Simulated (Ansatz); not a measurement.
Ca (fcc, Cu type)

```yaml
crystal:
  lattice:
    - [0.00000, 2.76325, 2.76325]
    - [2.76325, 0.00000, 2.76325]
    - [2.76325, 2.76325, 0.00000]
  atoms:
    - { symbol: Ca, position: [0.00000, 0.00000, 0.00000] }
```

The numbers are results of PBE (plane waves to 420 eV, PAW, scalar-relativistic; Ansatz, an electronic-structure program), not measurements. DFPT wavenumbers on a 16×16×16 k mesh, in cm⁻¹ and rounded to 5; i marks imaginary ones, q is in fractions of the reciprocal vectors of the cell shown, and the three acoustic modes at Γ are left out. Ca was relaxed with its symmetry unable to fall.

Problem. Is the structure dynamically stable at L = (0.5, 0.0, 0.0), X = (0.5, 0.5, 0.0)?

Solution. No imaginary mode at these points (lowest 75 cm⁻¹ at L = (0.5, 0.0, 0.0)); other wave vectors were not tested.

Problem. List the wavenumbers at L = (0.5, 0.0, 0.0), X = (0.5, 0.5, 0.0), with degeneracies.

Solution. 
| q | wavenumbers (cm⁻¹) |
|---|---|
| L = (0.5, 0.0, 0.0) | 75 (×2), 155 |
| X = (0.5, 0.5, 0.0) | 130 (×2), 165 |
